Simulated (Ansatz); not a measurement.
Cs3Bi:
```
Cs3Bi
1.0
    0.00000     4.68415     4.68415
    4.68415     0.00000     4.68415
    4.68415     4.68415     0.00000
Cs Bi
3 1
Direct
  0.25000   0.25000   0.25000
  0.75000   0.75000   0.75000
  0.50000   0.50000   0.50000
  0.00000   0.00000   0.00000
```

Plane-wave PAW r²SCAN (Ansatz code) gives a gap of 0.80 eV without spin–orbit coupling, maximum at X, minimum at Γ.

Question: What happens when spin–orbit coupling is switched on?

Answer: The gap decreases by 0.36 eV, to 0.44 eV; maximum at X, minimum at Γ.

Question: Give the electron effective mass with spin–orbit coupling.

Answer: 0.14 mₑ (isotropic).

Question: Give the hole effective mass with spin–orbit coupling.

Answer: 0.46, 0.46, 1.7 mₑ (principal values).

Question: Give the Z2 indices of the occupied bands with spin–orbit coupling.

Answer: 0;(000).

Space group Fm-3m. The first step of the workflow began from a Materials Project structure, measured or hypothetical; the Crystallography Open Database copy checked does not list it. With Cs and Bi taken as one species the cell has the higher symmetry Im-3m, so it may be an ordered model of a mixed-site phase. Its standing as an ambient phase is unchecked. The cell was relaxed with r²SCAN under the symmetry of its start; of distortions, only those at the zone centre were tested.

Potentials: the later of the program's two PAW sets.
